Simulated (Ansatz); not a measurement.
# ZnH₄C₄O₄, a database entry at a rescaled volume

```xyz
13
Lattice="3.8455 3.0339 0.0000 3.8455 -3.0339 0.0000 2.0129 0.0000 -6.0123" Properties=species:S:1:pos:R:3 pbc="T T T"
Zn    3.8455    3.0072    0.0000
O     5.3789    1.8367   -4.5020
O     4.3250    1.8367   -1.5103
C     4.2796   -0.0667   -3.5250
C     5.4242   -0.0667   -2.4873
H     4.3016   -0.9314   -4.0156
H     5.4022   -0.9314   -1.9967
H     3.3230   -0.0073   -3.0166
H     6.3808   -0.0073   -2.9957
C     4.3614    1.0601   -4.5549
C     5.3424    1.0601   -1.4574
O     3.4417    1.2039   -5.4285
O     6.2621    1.2039   -0.5838
```

Single point in Ansatz 0.2.0 with r2SCAN, no spin polarisation. Cutoff 500 eV, PAW datasets, 4×4×4 Γ-centred k mesh, fermi-dirac filling (width 0.1 eV).

Question: Where is the largest force?

Answer: The largest is on C4 (and as large on other atoms): 4.61 eV/Å, components (0.63, 4.01, 2.19). It makes 171° with the line to a nearest neighbour, H6 at 0.99 Å, pointing away from it.

Question: What is the band gap?

Answer: The gap is 5.56 eV, indirect (the least direct gap found is 5.75 eV). A semilocal functional usually gives too small a gap.

Question: What is the formation energy?

Answer: -0.78 eV an atom against the elements' usual phases (free molecules for gases, crystals otherwise, with no correction for O₂ or N₂), so it is bound against them; other compounds may still compete. Relaxing would lower it.

Question: Which orbitals make up the band edges?

Answer: Within 0.7 eV of the edges, the states project mainly on O p (79 %) below the gap and on C p (50 %) and O p (31 %) above it.

Origin: a database entry at a rescaled volume. Caveats: forces this large suggest misplaced atoms in the database entry; atoms or cell far from equilibrium.
